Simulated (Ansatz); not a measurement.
PbS:
```yaml
crystal:
  lattice:
    - [4.22477, 0.00000, 0.00000]
    - [-2.11238, 3.65875, 0.00000]
    - [0.00000, 0.00000, 10.34786]
  atoms:
    - { symbol: Pb, position: [0.00000, 0.33312, 0.66667] }
    - { symbol: Pb, position: [0.66688, 0.66688, 0.00000] }
    - { symbol: Pb, position: [0.33312, 0.00000, 0.33333] }
    - { symbol: S, position: [0.00000, 0.33332, 0.16667] }
    - { symbol: S, position: [0.66668, 0.66668, 0.50000] }
    - { symbol: S, position: [0.33332, 0.00000, 0.83333] }
```

Relaxed with r²SCAN.

Map the electron localisation function on the plane through (0.000, 0.333, 0.667) spanned by u = [1, 1, 0] and v = [-1, 1, 1] in lattice vectors, from plane-wave PAW r²SCAN (Ansatz code).

x is the fraction of u, y of v (the angle between them is 90°; rows are the nearest grid lines); atoms in the plane: Pb at (0.00, 0.00), Pb at (0.00, 0.33), Pb at (0.00, 0.67), S at (0.50, 0.50), S at (0.50, 0.83), S at (0.50, 0.17).
```
|   -++-:.    .:-++-   |
|-==+=-:::-==-:::-=+==-|
|++=-::-+#%%%%#+-::-=++|
|...:=#@@@%##%@@@#=:...|
|  .=#@@@*.  .*@@@#=.  |
|:::.:+%@@@@@@@@%+:.:::|
|===-::=*%@@@@%*=::-===|
| .:=+=:........:=+=:. |
|  .-+=-:.    .:-=+-.  |
|+++=-::-+####+-::-=+++|
|=--::-+%@@@@@@%+-::--=|
|  .-*%@@%=..=%@@%*-.  |
|  .-*%@@%=..=%@@%*-.  |
|=--::-+#@@@@@@%+-::--=|
|+++=-::-+####+-::-=+++|
|  .-+=-:.    .:-=+-.  |
| .:=+=:........:=+=-. |
|===-::=*%@@@@%*=::-===|
|:::.:+%@@@@@@@@%+:.:::|
|  .=#@@@*.  .*@@@#=.  |
|...:=#@@@%##%@@@#=:...|
|++=-::-+#%%%%#+-::-=++|
|-==+=-:::-==-:::-=+==-|
|   -++-:.    .:-++-   |
```
Scale: ten equal steps from 0.000 (start of ' ') to 0.863 (end of '@'), in the order ' .:-=+*#%@'; x runs from 0.000 to 1.00, y from 0.000 (bottom) to 1.00 (top).

The density is the valence pseudo-density with augmentation charge, so density and ELF within about 1 Å of a nucleus are not all-electron values.

Space group Fm-3m (rock salt). Symmetry was held in the r²SCAN relaxation. Spin–orbit coupling is left out wherever it is not named.

Potentials: the earlier of the program's two PAW sets.
